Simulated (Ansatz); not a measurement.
**Band table of BaSn**

```yaml
crystal:
  lattice:
    - [2.68307, -6.36291, 0.00000]
    - [2.68307, 6.36291, 0.00000]
    - [0.00000, 0.00000, 4.71514]
  atoms:
    - { symbol: Ba, position: [0.13558, 0.86442, 0.75000] }
    - { symbol: Ba, position: [0.86442, 0.13558, 0.25000] }
    - { symbol: Sn, position: [0.42794, 0.57206, 0.75000] }
    - { symbol: Sn, position: [0.57206, 0.42794, 0.25000] }
```

Atom numbers follow the list: Ba1, Ba2, Sn3, Sn4.

The cell is the one relaxed in the Materials Project (mp-872), not relaxed further here; entries there can be hypothetical.

No spin–orbit coupling, which matters for the heavy atoms here.

The calculation used Ansatz 0.2.0, DFT, LDA, all-electron LAPW, scalar-relativistic.

Sampling and basis: a Γ-centred 8×8×9 k mesh, Fermi–Dirac smearing of 0.03 eV, basis error target 1 meV/atom, no spin polarisation.

Path points, in fractions of the reciprocal vectors: Γ (0.000, 0.000, 0.000), Y (-0.500, 0.500, 0.000), C0 (-0.294, 0.706, 0.000), Σ0 (0.294, 0.294, 0.000), Z (0.000, 0.000, 0.500), A0 (0.294, 0.294, 0.500), E0 (-0.294, 0.706, 0.500), T (-0.500, 0.500, 0.500). Levels in eV from the Fermi level; bands 29 to 58, counted from the lowest band of the run. The gap is zero.

```
# k(1/Å) point b29 b30 b31 b32 b33 b34 b35 b36 b37 b38 b39 b40 b41 b42 b43 b44 b45 b46 b47 b48 b49 b50 b51 b52 b53 b54 b55 b56 b57 b58
0.000 Γ -21.04 -20.94 -20.88 -20.88 -20.82 -20.79 -20.78 -20.78 -20.74 -20.73 -13.83 -13.59 -13.57 -13.56 -13.40 -13.38 -8.62 -5.43 -1.54 -1.39 -1.10 -0.28 0.75 1.09 1.68 1.76 2.60 2.78 2.86 3.11
0.062 - -21.04 -20.94 -20.88 -20.88 -20.82 -20.79 -20.78 -20.78 -20.74 -20.73 -13.83 -13.60 -13.56 -13.55 -13.40 -13.38 -8.61 -5.43 -1.53 -1.38 -1.10 -0.27 0.76 1.04 1.63 1.76 2.64 2.68 2.97 3.07
0.123 - -21.04 -20.94 -20.88 -20.88 -20.82 -20.79 -20.78 -20.78 -20.74 -20.73 -13.83 -13.61 -13.56 -13.54 -13.42 -13.38 -8.59 -5.45 -1.48 -1.36 -1.12 -0.25 0.80 0.91 1.51 1.78 2.57 2.75 2.88 2.95
0.185 - -21.04 -20.94 -20.88 -20.88 -20.82 -20.79 -20.78 -20.78 -20.74 -20.73 -13.81 -13.63 -13.55 -13.52 -13.44 -13.39 -8.56 -5.47 -1.41 -1.34 -1.14 -0.24 0.76 0.87 1.36 1.82 2.47 2.70 2.71 2.92
0.247 - -21.04 -20.94 -20.88 -20.88 -20.82 -20.79 -20.78 -20.78 -20.74 -20.73 -13.80 -13.64 -13.54 -13.51 -13.46 -13.40 -8.51 -5.49 -1.32 -1.30 -1.17 -0.28 0.61 0.96 1.27 1.89 2.39 2.45 2.56 3.11
0.309 - -21.04 -20.94 -20.88 -20.88 -20.82 -20.79 -20.78 -20.78 -20.74 -20.73 -13.78 -13.65 -13.53 -13.50 -13.48 -13.42 -8.47 -5.52 -1.26 -1.22 -1.20 -0.36 0.43 1.07 1.28 1.98 2.20 2.32 2.48 3.29
0.370 - -21.04 -20.94 -20.88 -20.88 -20.82 -20.79 -20.78 -20.78 -20.74 -20.73 -13.77 -13.66 -13.51 -13.51 -13.49 -13.43 -8.44 -5.53 -1.23 -1.22 -1.12 -0.44 0.24 1.20 1.38 1.96 2.09 2.28 2.49 3.39
0.432 - -21.04 -20.94 -20.88 -20.88 -20.82 -20.79 -20.78 -20.78 -20.74 -20.73 -13.75 -13.67 -13.53 -13.50 -13.48 -13.45 -8.41 -5.54 -1.24 -1.21 -1.04 -0.49 0.08 1.35 1.47 1.74 2.19 2.25 2.61 3.32
0.494 Y -21.04 -20.94 -20.88 -20.88 -20.82 -20.79 -20.78 -20.78 -20.74 -20.73 -13.75 -13.67 -13.53 -13.49 -13.48 -13.45 -8.40 -5.55 -1.24 -1.20 -1.01 -0.49 0.02 1.47 1.50 1.60 2.23 2.24 2.74 3.10
0.554 - -21.04 -20.94 -20.88 -20.88 -20.82 -20.79 -20.78 -20.78 -20.74 -20.73 -13.75 -13.66 -13.54 -13.49 -13.48 -13.45 -8.40 -5.54 -1.25 -1.25 -1.02 -0.47 0.04 1.06 1.61 1.90 2.18 2.26 2.76 3.14
0.614 - -21.04 -20.94 -20.88 -20.88 -20.82 -20.79 -20.78 -20.78 -20.74 -20.73 -13.77 -13.66 -13.55 -13.49 -13.47 -13.45 -8.38 -5.51 -1.37 -1.29 -1.03 -0.42 0.12 0.64 1.66 2.04 2.23 2.33 2.87 3.25
0.674 - -21.04 -20.95 -20.88 -20.88 -20.82 -20.79 -20.78 -20.78 -20.74 -20.73 -13.79 -13.65 -13.56 -13.49 -13.47 -13.45 -8.35 -5.46 -1.55 -1.35 -1.05 -0.33 0.24 0.25 1.74 1.87 2.36 2.43 3.13 3.27
0.734 - -21.04 -20.95 -20.88 -20.88 -20.82 -20.79 -20.78 -20.78 -20.74 -20.73 -13.81 -13.64 -13.58 -13.49 -13.46 -13.44 -8.31 -5.39 -1.75 -1.41 -1.07 -0.23 -0.09 0.39 1.69 1.84 2.35 2.51 3.27 3.40
0.795 - -21.04 -20.95 -20.88 -20.88 -20.82 -20.79 -20.79 -20.78 -20.74 -20.73 -13.82 -13.64 -13.59 -13.50 -13.45 -13.44 -8.27 -5.32 -1.97 -1.48 -1.08 -0.45 -0.04 0.57 1.52 1.96 2.29 2.53 3.34 3.47
0.855 - -21.04 -20.95 -20.88 -20.88 -20.82 -20.79 -20.79 -20.78 -20.74 -20.73 -13.84 -13.64 -13.61 -13.50 -13.44 -13.43 -8.23 -5.24 -2.19 -1.54 -1.07 -0.72 0.13 0.77 1.37 2.08 2.20 2.47 3.43 3.49
0.915 - -21.04 -20.95 -20.88 -20.88 -20.82 -20.79 -20.79 -20.77 -20.74 -20.73 -13.85 -13.64 -13.63 -13.50 -13.43 -13.42 -8.20 -5.17 -2.39 -1.59 -1.05 -0.95 0.33 0.99 1.25 2.11 2.20 2.37 3.36 3.70
0.975 C0 -21.04 -20.95 -20.88 -20.88 -20.82 -20.79 -20.79 -20.77 -20.74 -20.73 -13.85 -13.65 -13.64 -13.50 -13.43 -13.42 -8.17 -5.10 -2.56 -1.62 -1.12 -1.00 0.53 1.16 1.23 2.01 2.24 2.31 3.25 3.93
1.042 - -21.04 -20.95 -20.88 -20.88 -20.82 -20.79 -20.79 -20.77 -20.74 -20.73 -13.85 -13.68 -13.61 -13.51 -13.42 -13.41 -8.17 -5.09 -2.61 -1.62 -1.22 -0.96 0.63 1.11 1.34 2.01 2.23 2.36 3.19 3.85
1.109 - -21.04 -20.95 -20.88 -20.88 -20.82 -20.79 -20.79 -20.77 -20.74 -20.73 -13.84 -13.72 -13.59 -13.51 -13.42 -13.41 -8.17 -5.08 -2.62 -1.62 -1.35 -0.93 0.75 1.04 1.44 2.14 2.28 2.42 3.10 3.57
1.176 - -21.04 -20.95 -20.88 -20.88 -20.82 -20.79 -20.79 -20.77 -20.74 -20.73 -13.82 -13.75 -13.57 -13.51 -13.43 -13.41 -8.17 -5.07 -2.61 -1.62 -1.44 -0.92 0.84 0.99 1.50 2.35 2.39 2.47 3.02 3.21
1.243 - -21.04 -20.95 -20.88 -20.88 -20.82 -20.79 -20.79 -20.77 -20.74 -20.73 -13.80 -13.78 -13.56 -13.51 -13.43 -13.41 -8.17 -5.07 -2.61 -1.62 -1.47 -0.92 0.87 0.97 1.52 2.38 2.47 2.66 2.90 3.03
1.310 - -21.04 -20.95 -20.88 -20.88 -20.82 -20.79 -20.79 -20.77 -20.74 -20.73 -13.82 -13.75 -13.57 -13.51 -13.43 -13.41 -8.17 -5.07 -2.61 -1.62 -1.44 -0.92 0.84 0.99 1.50 2.35 2.39 2.47 3.02 3.21
1.377 - -21.04 -20.95 -20.88 -20.88 -20.82 -20.79 -20.79 -20.77 -20.74 -20.73 -13.84 -13.72 -13.59 -13.51 -13.42 -13.41 -8.17 -5.08 -2.62 -1.62 -1.35 -0.93 0.75 1.04 1.44 2.14 2.28 2.42 3.10 3.57
1.444 - -21.04 -20.95 -20.88 -20.88 -20.82 -20.79 -20.79 -20.77 -20.74 -20.73 -13.85 -13.68 -13.61 -13.51 -13.42 -13.41 -8.17 -5.09 -2.61 -1.62 -1.22 -0.96 0.63 1.11 1.34 2.01 2.23 2.36 3.19 3.85
1.511 Σ0 -21.04 -20.95 -20.88 -20.88 -20.82 -20.79 -20.79 -20.77 -20.74 -20.73 -13.85 -13.65 -13.64 -13.50 -13.43 -13.42 -8.17 -5.10 -2.56 -1.62 -1.12 -1.00 0.53 1.16 1.23 2.01 2.24 2.31 3.25 3.93
1.597 - -21.04 -20.95 -20.88 -20.88 -20.82 -20.79 -20.79 -20.77 -20.74 -20.73 -13.85 -13.65 -13.65 -13.51 -13.41 -13.41 -8.17 -5.05 -2.74 -1.62 -1.24 -0.91 0.78 1.09 1.58 1.87 2.05 2.38 3.11 3.90
1.683 - -21.04 -20.94 -20.88 -20.88 -20.82 -20.79 -20.79 -20.77 -20.74 -20.73 -13.84 -13.66 -13.65 -13.52 -13.41 -13.40 -8.19 -5.05 -2.82 -1.59 -1.23 -0.80 0.87 1.10 1.83 1.88 1.91 2.30 3.02 3.82
1.770 - -21.04 -20.94 -20.88 -20.88 -20.82 -20.79 -20.79 -20.78 -20.74 -20.73 -13.83 -13.66 -13.65 -13.53 -13.40 -13.39 -8.26 -5.11 -2.80 -1.52 -1.08 -0.70 0.74 1.18 1.74 1.95 2.03 2.23 3.00 3.92
1.856 - -21.04 -20.94 -20.88 -20.88 -20.82 -20.79 -20.79 -20.78 -20.74 -20.73 -13.82 -13.65 -13.64 -13.54 -13.40 -13.39 -8.35 -5.19 -2.68 -1.42 -0.83 -0.64 0.52 1.34 1.65 1.73 2.13 2.46 2.96 3.90
1.942 - -21.04 -20.94 -20.88 -20.88 -20.82 -20.79 -20.78 -20.78 -20.74 -20.73 -13.82 -13.62 -13.62 -13.55 -13.40 -13.38 -8.45 -5.28 -2.47 -1.30 -0.67 -0.53 0.34 1.44 1.57 1.61 2.27 2.68 2.86 3.57
2.028 - -21.04 -20.94 -20.88 -20.88 -20.82 -20.79 -20.78 -20.78 -20.74 -20.73 -13.83 -13.61 -13.59 -13.56 -13.40 -13.38 -8.54 -5.36 -2.18 -1.20 -0.83 -0.30 0.32 1.23 1.64 1.87 2.18 2.88 2.89 3.33
2.114 - -21.04 -20.94 -20.88 -20.88 -20.82 -20.79 -20.78 -20.78 -20.74 -20.73 -13.83 -13.59 -13.57 -13.56 -13.40 -13.38 -8.60 -5.41 -1.84 -1.13 -1.11 -0.27 0.57 1.12 1.71 1.88 2.24 3.01 3.05 3.08
2.200 Γ -21.04 -20.94 -20.88 -20.88 -20.82 -20.79 -20.78 -20.78 -20.74 -20.73 -13.83 -13.59 -13.57 -13.56 -13.40 -13.38 -8.62 -5.43 -1.54 -1.39 -1.10 -0.28 0.75 1.09 1.68 1.76 2.60 2.78 2.86 3.11
2.284 - -21.04 -20.94 -20.88 -20.88 -20.82 -20.79 -20.78 -20.78 -20.74 -20.73 -13.83 -13.59 -13.57 -13.56 -13.40 -13.39 -8.59 -5.44 -1.52 -1.40 -1.37 -0.03 0.63 1.09 1.68 1.83 2.15 2.79 2.88 3.18
2.367 - -21.04 -20.93 -20.89 -20.88 -20.83 -20.80 -20.78 -20.78 -20.74 -20.73 -13.82 -13.59 -13.58 -13.56 -13.41 -13.41 -8.51 -5.47 -1.82 -1.44 -1.42 0.35 0.36 1.01 1.56 1.67 2.20 2.82 2.94 3.24
2.450 - -21.03 -20.92 -20.90 -20.88 -20.83 -20.80 -20.78 -20.77 -20.74 -20.74 -13.80 -13.61 -13.58 -13.55 -13.45 -13.43 -8.36 -5.55 -2.21 -1.44 -1.32 0.02 0.65 0.67 1.45 1.53 2.68 2.89 3.03 3.36
2.534 - -21.02 -20.91 -20.91 -20.88 -20.84 -20.81 -20.78 -20.77 -20.74 -20.74 -13.77 -13.64 -13.57 -13.55 -13.50 -13.45 -8.17 -5.71 -2.46 -1.46 -1.21 -0.32 0.20 0.76 1.57 1.61 3.00 3.08 3.16 3.53
2.617 - -21.02 -20.93 -20.89 -20.87 -20.85 -20.81 -20.77 -20.77 -20.74 -20.74 -13.74 -13.66 -13.56 -13.54 -13.54 -13.48 -7.92 -5.95 -2.55 -1.46 -1.20 -0.62 -0.13 0.64 1.75 1.93 3.15 3.24 3.32 3.77
2.700 - -21.00 -20.94 -20.88 -20.87 -20.85 -20.82 -20.77 -20.77 -20.74 -20.74 -13.71 -13.68 -13.58 -13.55 -13.54 -13.51 -7.64 -6.26 -2.48 -1.43 -1.39 -0.88 -0.20 0.45 1.93 2.30 3.30 3.34 3.51 4.07
2.783 - -20.99 -20.96 -20.87 -20.86 -20.86 -20.83 -20.77 -20.77 -20.74 -20.74 -13.69 -13.69 -13.59 -13.54 -13.54 -13.54 -7.32 -6.61 -2.30 -1.71 -1.36 -1.09 -0.09 0.26 2.12 2.42 3.57 3.59 3.71 4.29
2.867 Z -20.98 -20.98 -20.86 -20.86 -20.85 -20.85 -20.77 -20.77 -20.74 -20.74 -13.69 -13.69 -13.57 -13.57 -13.54 -13.54 -6.97 -6.97 -2.03 -2.03 -1.25 -1.25 0.08 0.08 2.30 2.30 3.78 3.78 4.11 4.11
2.953 - -20.98 -20.98 -20.86 -20.86 -20.85 -20.85 -20.77 -20.77 -20.74 -20.74 -13.69 -13.69 -13.57 -13.57 -13.54 -13.54 -6.98 -6.98 -2.02 -2.02 -1.23 -1.23 0.09 0.09 2.28 2.28 3.78 3.78 4.03 4.03
3.039 - -20.98 -20.98 -20.86 -20.86 -20.85 -20.85 -20.77 -20.77 -20.74 -20.74 -13.70 -13.70 -13.57 -13.57 -13.54 -13.54 -6.99 -6.99 -1.98 -1.98 -1.18 -1.18 0.12 0.12 2.20 2.20 3.75 3.75 4.03 4.03
3.125 - -20.98 -20.98 -20.86 -20.86 -20.85 -20.85 -20.77 -20.77 -20.74 -20.74 -13.71 -13.71 -13.58 -13.58 -13.54 -13.54 -7.01 -7.01 -1.93 -1.93 -1.12 -1.12 0.19 0.19 2.10 2.10 3.73 3.73 4.13 4.13
3.212 - -20.98 -20.98 -20.86 -20.86 -20.85 -20.85 -20.77 -20.77 -20.74 -20.74 -13.72 -13.72 -13.59 -13.59 -13.52 -13.52 -7.03 -7.03 -1.88 -1.88 -1.07 -1.07 0.28 0.28 2.04 2.04 3.67 3.67 4.21 4.21
3.298 - -20.98 -20.98 -20.86 -20.86 -20.85 -20.85 -20.77 -20.77 -20.74 -20.74 -13.74 -13.74 -13.60 -13.60 -13.51 -13.51 -7.04 -7.04 -1.87 -1.87 -1.01 -1.01 0.37 0.37 2.08 2.08 3.47 3.47 4.24 4.24
3.384 - -20.98 -20.98 -20.86 -20.86 -20.85 -20.85 -20.77 -20.77 -20.74 -20.74 -13.75 -13.75 -13.61 -13.61 -13.49 -13.49 -7.04 -7.04 -1.91 -1.91 -0.95 -0.95 0.44 0.44 2.26 2.26 3.14 3.14 4.16 4.16
3.470 - -20.98 -20.98 -20.86 -20.86 -20.85 -20.85 -20.77 -20.77 -20.74 -20.74 -13.76 -13.76 -13.62 -13.62 -13.47 -13.47 -7.02 -7.02 -2.01 -2.01 -0.88 -0.88 0.49 0.49 2.43 2.43 2.92 2.92 4.05 4.05
3.556 A0 -20.98 -20.98 -20.86 -20.86 -20.85 -20.85 -20.77 -20.77 -20.74 -20.74 -13.78 -13.78 -13.62 -13.62 -13.45 -13.45 -6.99 -6.99 -2.15 -2.15 -0.83 -0.83 0.54 0.54 2.16 2.16 3.21 3.21 3.99 3.99
3.623 - -20.98 -20.98 -20.86 -20.86 -20.85 -20.85 -20.77 -20.77 -20.74 -20.74 -13.77 -13.77 -13.62 -13.62 -13.46 -13.46 -7.01 -7.01 -2.09 -2.09 -0.85 -0.85 0.50 0.50 2.33 2.33 3.09 3.09 3.98 3.98
3.690 - -20.98 -20.98 -20.86 -20.86 -20.85 -20.85 -20.77 -20.77 -20.74 -20.74 -13.77 -13.77 -13.62 -13.62 -13.47 -13.47 -7.02 -7.02 -2.03 -2.03 -0.89 -0.89 0.44 0.44 2.57 2.57 3.00 3.00 3.95 3.95
3.757 - -20.98 -20.98 -20.86 -20.86 -20.85 -20.85 -20.77 -20.77 -20.74 -20.74 -13.76 -13.76 -13.61 -13.61 -13.47 -13.47 -7.02 -7.02 -1.97 -1.97 -0.93 -0.93 0.39 0.39 2.77 2.77 2.99 2.99 3.92 3.92
3.824 - -20.98 -20.98 -20.86 -20.86 -20.85 -20.85 -20.77 -20.77 -20.74 -20.74 -13.76 -13.76 -13.61 -13.61 -13.48 -13.48 -7.03 -7.03 -1.95 -1.95 -0.94 -0.94 0.38 0.38 2.82 2.82 3.04 3.04 3.90 3.90
3.891 - -20.98 -20.98 -20.86 -20.86 -20.85 -20.85 -20.77 -20.77 -20.74 -20.74 -13.76 -13.76 -13.61 -13.61 -13.47 -13.47 -7.02 -7.02 -1.97 -1.97 -0.93 -0.93 0.39 0.39 2.77 2.77 2.99 2.99 3.92 3.92
3.958 - -20.98 -20.98 -20.86 -20.86 -20.85 -20.85 -20.77 -20.77 -20.74 -20.74 -13.77 -13.77 -13.62 -13.62 -13.47 -13.47 -7.02 -7.02 -2.03 -2.03 -0.89 -0.89 0.44 0.44 2.57 2.57 3.00 3.00 3.95 3.95
4.025 - -20.98 -20.98 -20.86 -20.86 -20.85 -20.85 -20.77 -20.77 -20.74 -20.74 -13.77 -13.77 -13.62 -13.62 -13.46 -13.46 -7.01 -7.01 -2.09 -2.09 -0.85 -0.85 0.50 0.50 2.33 2.33 3.09 3.09 3.98 3.98
4.092 E0 -20.98 -20.98 -20.86 -20.86 -20.85 -20.85 -20.77 -20.77 -20.74 -20.74 -13.78 -13.78 -13.62 -13.62 -13.45 -13.45 -6.99 -6.99 -2.15 -2.15 -0.83 -0.83 0.54 0.54 2.16 2.16 3.21 3.21 3.99 3.99
4.152 - -20.98 -20.98 -20.86 -20.86 -20.85 -20.85 -20.77 -20.77 -20.74 -20.74 -13.79 -13.79 -13.61 -13.61 -13.44 -13.44 -6.97 -6.97 -2.24 -2.24 -0.80 -0.80 0.59 0.59 1.90 1.90 3.50 3.50 4.05 4.05
4.212 - -20.98 -20.98 -20.86 -20.86 -20.85 -20.85 -20.77 -20.77 -20.74 -20.74 -13.80 -13.80 -13.60 -13.60 -13.43 -13.43 -6.94 -6.94 -2.34 -2.34 -0.80 -0.80 0.67 0.67 1.63 1.63 3.68 3.68 4.08 4.08
4.273 - -20.98 -20.98 -20.86 -20.86 -20.85 -20.85 -20.77 -20.77 -20.74 -20.74 -13.81 -13.81 -13.59 -13.59 -13.43 -13.43 -6.91 -6.91 -2.42 -2.42 -0.81 -0.81 0.78 0.78 1.39 1.39 3.67 3.67 3.86 3.86
4.333 - -20.98 -20.98 -20.86 -20.86 -20.85 -20.85 -20.77 -20.77 -20.74 -20.74 -13.82 -13.82 -13.58 -13.58 -13.42 -13.42 -6.89 -6.89 -2.48 -2.48 -0.84 -0.84 0.93 0.93 1.17 1.17 3.35 3.35 3.88 3.88
4.393 - -20.98 -20.98 -20.86 -20.86 -20.85 -20.85 -20.77 -20.77 -20.74 -20.74 -13.83 -13.83 -13.56 -13.56 -13.42 -13.42 -6.87 -6.87 -2.53 -2.53 -0.87 -0.87 0.99 0.99 1.13 1.13 2.98 2.98 3.91 3.91
4.453 - -20.98 -20.98 -20.86 -20.86 -20.85 -20.85 -20.77 -20.77 -20.74 -20.74 -13.84 -13.84 -13.55 -13.55 -13.42 -13.42 -6.85 -6.85 -2.56 -2.56 -0.91 -0.91 0.86 0.86 1.36 1.36 2.61 2.61 3.94 3.94
4.513 - -20.98 -20.98 -20.86 -20.86 -20.85 -20.85 -20.77 -20.77 -20.74 -20.74 -13.85 -13.85 -13.55 -13.55 -13.42 -13.42 -6.84 -6.84 -2.57 -2.57 -0.93 -0.93 0.78 0.78 1.63 1.63 2.26 2.26 3.95 3.95
4.573 T -20.98 -20.98 -20.86 -20.86 -20.85 -20.85 -20.77 -20.77 -20.74 -20.74 -13.85 -13.85 -13.54 -13.54 -13.42 -13.42 -6.84 -6.84 -2.58 -2.58 -0.94 -0.94 0.75 0.75 1.92 1.92 1.95 1.95 3.96 3.96
```
